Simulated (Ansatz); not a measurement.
Ga₂O₃:
```
Ga2O3
1.0
    6.13940     1.52370     0.00000
   -6.13940     1.52370     0.00000
   -1.37692     0.00000     5.64419
Ga O
4 6
Direct
  0.34125   0.65875   0.68554
  0.65875   0.34125   0.31446
  0.90955   0.09045   0.20471
  0.09045   0.90955   0.79529
  0.50375   0.49625   0.74406
  0.49625   0.50375   0.25594
  0.82678   0.17322   0.43724
  0.17322   0.82678   0.56276
  0.16525   0.83475   0.10946
  0.83475   0.16525   0.89054
```

Relaxed with PBEsol. Special points in fractions of this cell's reciprocal vectors: Γ (0.000, 0.000, 0.000); C (0.266, 0.266, 0.000); C2 (-0.266, 0.734, 0.000); Y2 (-0.500, 0.500, 0.000); M2 (-0.500, 0.500, 0.500); D (-0.258, 0.742, 0.500); D2 (0.258, 0.258, 0.500); A (0.000, 0.000, 0.500); L2 (0.000, 0.500, 0.500); V2 (0.000, 0.500, 0.000).

Q: List the band energies nearest the valence-band maximum at these points for PBEsol (plane waves, PAW; program Ansatz).

A: In eV from the valence-band maximum; about four levels below and three above (degenerate sets whole), none deeper than 8.9 eV; points with the same levels are listed once.

| k | below | above |
|---|---|---|
| Γ | -0.69 -0.50 -0.30 -0.02 | 2.22 5.53 6.54 |
| C | -0.88 -0.77 -0.49 -0.11 | 5.61 6.29 6.77 |
| Y2 | -0.69 -0.69 -0.43 -0.16 | 4.42 4.66 5.64 |
| M2 | -0.66 -0.62 -0.60 -0.02 | 5.02 5.15 6.07 |
| D | -1.14 -0.91 -0.87 -0.64 | 6.76 6.83 7.50 |
| A | -0.68 -0.66 -0.52 -0.31 | 4.61 4.74 6.56 |
| L2 | -1.11 -1.07 -0.75 -0.66 | 6.73 6.77 7.66 |
| V2 | -0.78 -0.73 -0.48 -0.12 | 5.48 6.35 7.06 |

Space group C2/m. Symmetry was held in the PBEsol relaxation. Spin–orbit coupling is left out wherever it is not named.

Potentials: the earlier of the program's two PAW sets. The files were generated under PBE; for other functionals the program regenerates the frozen cores, and for LDA and PBEsol the local potential too.
